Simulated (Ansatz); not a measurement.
Relaxed Y (hcp, Mg type):

```
Y
1.0
    7.36515     0.00000     0.00000
   -1.84129     3.18920     0.00000
    0.00000     0.00000     5.69848
Y
4
Cartesian
  0.00000   2.12613   4.27386
  3.68257   2.12613   4.27386
  1.84129   1.06307   1.42462
  5.52386   1.06307   1.42462
```

Computed with r2SCAN (plane waves to 500 eV, PAW, scalar-relativistic; Ansatz, an electronic-structure program). k mesh 6×12×7 (Γ-centred), Fermi-Dirac smearing 0.05 eV. With partly filled bands, energies and forces of such displacements shift with the k mesh and the smearing. Y is run without spin polarisation. Y was relaxed with its symmetry unable to fall.

One atom of the cell was then moved (with its periodic images), all else fixed, and the forces (eV/Å) came out as:

```
atom      Fx      Fy     Fz
----  ------  ------  -----
Y1     0.135   0.109  0.000
Y2    -0.191  -0.168  0.000
Y3     0.012  -0.003  0.000
Y4     0.044   0.061  0.000
```

Q: Which atom was moved, and by which vector (Å)?

A: Y2, by (0.05, 0.05, 0.00), 0.07 Å in all.

(A displaced cell: forces are minus the slopes of the energy, force constants its curvatures, and phonons follow from these.)
